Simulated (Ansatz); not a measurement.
**Band table of LaAs**

```yaml
crystal:
  lattice:
    - [0.00000, 2.99213, 2.99213]
    - [2.99213, 0.00000, 2.99213]
    - [2.99213, 2.99213, 0.00000]
  atoms:
    - { symbol: La, position: [0.00000, 0.00000, 0.00000] }
    - { symbol: As, position: [0.50000, 0.50000, 0.50000] }
```

The base volume is that of a database entry, so it needn't be at zero pressure; the structure needn't be the stable phase, at rest or compressed.

Computed with Ansatz 0.2.0; functional PBEsol, scalar-relativistic. Settings: a Γ-centred 10×10×10 k mesh, Fermi–Dirac smearing of 0.05 eV, no spin polarisation. Methods: LAPW: all electrons, basis error target 1 meV/atom.

This run: volume at 0.9 of the series' base cell.

Spin–orbit coupling is left out, which matters for the heavy atoms.

Path points, in fractions of the reciprocal vectors: Γ (0.000, 0.000, 0.000), X (0.500, 0.000, 0.500), U (0.625, 0.250, 0.625), K (0.375, 0.375, 0.750), L (0.500, 0.500, 0.500), W (0.500, 0.250, 0.750). The distance column jumps between branches of the path. Levels in eV from the Fermi level; bands 20 to 30, counted from the lowest band of the run. The gap is zero, the pressure 5.08 GPa.

```
# k(1/Å) point b20 b21 b22 b23 b24 b25 b26 b27 b28 b29 b30
0.000 Γ -15.24 -15.24 -15.24 -10.05 0.15 0.15 0.15 1.64 1.64 1.64 2.61
0.175 - -15.31 -15.26 -15.26 -9.91 -0.62 0.01 0.01 1.37 1.93 1.93 2.70
0.350 - -15.46 -15.30 -15.30 -9.60 -1.69 -0.18 -0.18 0.87 2.46 2.46 2.77
0.525 - -15.63 -15.36 -15.36 -9.39 -2.20 -0.26 -0.26 0.38 2.82 2.82 2.85
0.700 - -15.74 -15.41 -15.41 -9.43 -1.96 -0.21 -0.21 -0.01 2.90 2.97 2.97
0.875 - -15.80 -15.46 -15.46 -9.61 -1.32 -0.26 -0.12 -0.12 2.93 2.97 3.04
1.050 X -15.82 -15.47 -15.47 -9.70 -0.94 -0.35 -0.07 -0.07 2.94 2.98 3.06
1.112 - -15.82 -15.48 -15.47 -9.69 -0.95 -0.47 -0.11 0.03 2.93 2.97 3.06
1.174 - -15.81 -15.50 -15.46 -9.64 -0.96 -0.68 -0.22 0.21 2.93 2.96 3.06
1.236 - -15.79 -15.54 -15.45 -9.57 -0.99 -0.94 -0.39 0.43 2.92 2.95 3.05
1.297 - -15.77 -15.59 -15.44 -9.48 -1.21 -1.01 -0.58 0.67 2.90 2.92 3.04
1.359 - -15.75 -15.64 -15.42 -9.37 -1.50 -1.05 -0.79 0.95 2.88 2.89 3.04
1.421 U -15.72 -15.69 -15.40 -9.26 -1.79 -1.08 -1.00 1.26 2.85 2.85 3.03
2.064 K -15.72 -15.69 -15.40 -9.26 -1.79 -1.08 -1.00 1.26 2.85 2.85 3.03
2.250 - -15.83 -15.62 -15.34 -8.94 -2.49 -1.48 -1.14 2.22 2.65 2.73 3.00
2.435 - -15.86 -15.50 -15.29 -8.84 -2.74 -1.68 -1.07 2.35 2.52 2.75 2.96
2.621 - -15.75 -15.40 -15.25 -9.06 -2.40 -1.51 -0.84 2.02 2.23 2.79 2.92
2.807 - -15.55 -15.31 -15.24 -9.49 -1.56 -1.01 -0.46 1.74 1.93 2.47 2.86
2.992 - -15.34 -15.26 -15.24 -9.89 -0.49 -0.29 -0.04 1.62 1.71 1.93 2.77
3.178 Γ -15.24 -15.24 -15.24 -10.05 0.15 0.15 0.15 1.64 1.64 1.64 2.61
3.329 - -15.31 -15.25 -15.25 -9.94 -0.26 -0.11 -0.11 1.65 1.75 1.75 2.73
3.481 - -15.49 -15.25 -15.25 -9.64 -1.10 -0.62 -0.62 1.68 2.01 2.01 2.94
3.632 - -15.71 -15.26 -15.26 -9.24 -1.96 -1.13 -1.13 1.80 2.35 2.35 3.06
3.784 - -15.91 -15.27 -15.27 -8.83 -2.70 -1.53 -1.53 2.05 2.62 2.62 3.10
3.936 - -16.05 -15.28 -15.28 -8.51 -3.20 -1.78 -1.78 2.33 2.77 2.77 3.11
4.087 L -16.10 -15.28 -15.28 -8.39 -3.39 -1.86 -1.86 2.45 2.80 2.80 3.12
4.211 - -16.08 -15.31 -15.29 -8.45 -3.29 -1.82 -1.80 2.43 2.77 2.81 3.11
4.335 - -16.02 -15.38 -15.31 -8.62 -3.03 -1.69 -1.63 2.37 2.66 2.82 3.08
4.458 - -15.94 -15.47 -15.35 -8.83 -2.66 -1.49 -1.42 2.28 2.49 2.87 3.04
4.582 - -15.83 -15.56 -15.41 -9.03 -2.28 -1.28 -1.24 2.22 2.31 2.94 3.01
4.706 - -15.72 -15.63 -15.49 -9.17 -1.98 -1.13 -1.13 2.20 2.21 2.99 3.01
4.829 W -15.65 -15.65 -15.55 -9.22 -1.85 -1.09 -1.09 2.19 2.19 3.01 3.01
4.917 - -15.69 -15.60 -15.55 -9.26 -1.75 -1.09 -1.07 1.81 2.49 3.00 3.02
5.004 - -15.73 -15.56 -15.53 -9.35 -1.47 -1.06 -1.00 1.38 2.70 2.98 3.04
5.092 - -15.77 -15.52 -15.51 -9.47 -1.07 -1.02 -0.89 0.94 2.83 2.97 3.05
5.179 - -15.80 -15.49 -15.49 -9.59 -0.98 -0.73 -0.61 0.52 2.90 2.97 3.05
5.267 - -15.81 -15.48 -15.48 -9.67 -0.95 -0.52 -0.23 0.15 2.93 2.97 3.06
5.354 X -15.82 -15.47 -15.47 -9.70 -0.94 -0.35 -0.07 -0.07 2.94 2.98 3.06
```
